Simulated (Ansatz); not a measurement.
Starting cell, PbSe (rock salt):

```xyz
2
Lattice="0.0000 3.1089 3.1089 3.1089 0.0000 3.1089 3.1089 3.1089 0.0000" Properties=species:S:1:pos:R:3 pbc="T T T"
Se     0.0000     0.0000     0.0000
Pb     3.1089     3.1089     3.1089
```

In this cell atom 2 (Pb, nearest neighbour Se at 3.109 Å; its periodic images, 4.4 Å or more away, move with it) is moved by u·(1.000, 0.000, 0.000) + v·(0.000, 0.000, 1.000); the rest is frozen.

Computed with PBE (plane waves to 420 eV, PAW, scalar-relativistic; Ansatz, a program for electronic structure). k mesh 8×8×8 (Γ-centred), Fermi-Dirac smearing 0.05 eV. The energy includes the smearing's −TS. PbSe was relaxed with its symmetry unable to fall. Spin-orbit coupling is left out, though Pb is heavy. ΔE is measured from the undisplaced structure. Axes are in Å.

Question: Estimate the ΔE (meV/cell) for all points of the grid u = -1.030, -0.687, -0.343, 0.000, 0.343, 0.687, 1.030 by v = -1.030, -0.687, -0.343, 0.000, 0.343, 0.687, 1.030.

Answer: ΔE (meV/cell), with u across and v down:

```tsv
v \ u	-1.030	-0.687	-0.343	0.000	0.343	0.687	1.030
-1.030	3197	2797	3098	3311	3098	2797	3197
-0.687	2797	1150	713	647	713	1150	2797
-0.343	3098	713	130	51	130	713	3098
0.000	3311	647	51	0	51	647	3311
0.343	3098	713	130	51	130	713	3098
0.687	2797	1150	713	647	713	1150	2797
1.030	3197	2797	3098	3311	3098	2797	3197
```

(For displaced atoms, the force is minus the slope of the energy, and its curvature is a force constant, which sets phonon frequencies.)
